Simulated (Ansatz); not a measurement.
A generated cell, not matched to a known phase here, of Ti₄Ge₃C: C2/m (No. 12), mS16; a = 10.491 Å, b = 3.422 Å, c = 6.941 Å, α = 90.00°, β = 109.30°, γ = 90.00°; Ge 4i (0.194, 0.000, 0.209); Ge 2b (0.000, 0.500, 0.000); C 2c (0.500, 0.500, 0.500); Ti 4i (0.386, 0.000, 0.562); Ti 4i (0.124, 0.000, 0.803). Calculation: r2SCAN (plane waves to 500 eV, PAW, scalar-relativistic; Ansatz, a quantum-chemistry and plane-wave program). Element references, the lowest calculated here: Ge (Fd-3m), Ti (P6/mmm, not the ambient form), C (R-3m).

Total energies (eV/atom, σ → 0; comparable only within this code, potentials and settings):

```
phase           E (eV/atom)
--------------  -----------
Ti4Ge3C (C2/m)    -2897.872
Ge (Fd-3m)        -4302.906
Ti (P6/mmm)       -2504.386
C (R-3m)           -251.669
```

**Question.** What is the formation energy of this C2/m form of Ti4Ge3C from the elements?

**Answer.** E_f = -2897.872 − [4 × (-2504.386) + 3 × (-4302.906) + 1 × (-251.669)] / 8 = -0.63 eV/atom (-5.0 eV per formula unit).

A lower structure of this composition may exist.

Static energies, no anion corrections, no zero-point energy. Values are rounded to 0.01 eV/atom. Not shown to be the ambient phase of their composition (a lower form may be missing, and a cell relaxed within its start's symmetry can be a saddle point): Ti4Ge3C (C2/m). The compounds carry no spin polarisation.
